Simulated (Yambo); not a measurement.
Rb2PtC2 (space group P-3m1, No. 164), G0W0@PBEsol in Yambo with this input:

```
rim_cut
gw0
dyson
el_el_corr
HF_and_locXC
ppa
em1d
RandQpts= 1000000
RandGvec= 1 Ry
EXXRLvcs= 84 Ry
VXCRLvcs= 336 Ry
Chimod= "HARTREE"
% BndsRnXp
 5 | 241 |
%
NGsBlkXp= 8 Ry
% LongDrXp
 1.0 | 1.0 | 1.0 |
%
PPAPntXp= 27.2114 eV
% GbndRnge
 1 | 241 |
%
GTermKind= "BG"
DysSolver= "n"
ExtendOut
```

On a 3×3×2 mesh, with wavefunctions cut at 84 Ry, the gap (A → (0, 0.333, -0.5)) is 2.077 eV and the valence edge shifts by -0.490 eV.

**Question.** What happens with this change: 3 Ry block?

**Answer.** The gap falls by 0.130 eV, to 1.947 eV; the shift of the valence edge becomes -0.281 eV. Neither run is shown to be the converged limit. The mesh misses a band edge: along a dense path the PBEsol gap is 1.03 eV against 1.24 eV on the mesh.

Spin-orbit coupling is not included.

Geometry of the Materials Project entry, not relaxed at this level; primitive cell a = 5.4059 Å, b = 5.4059 Å, c = 5.2008 Å, α = 90.00°, β = 90.00°, γ = 120.00°.

A shift is the quasiparticle energy of the state minus its PBEsol energy.
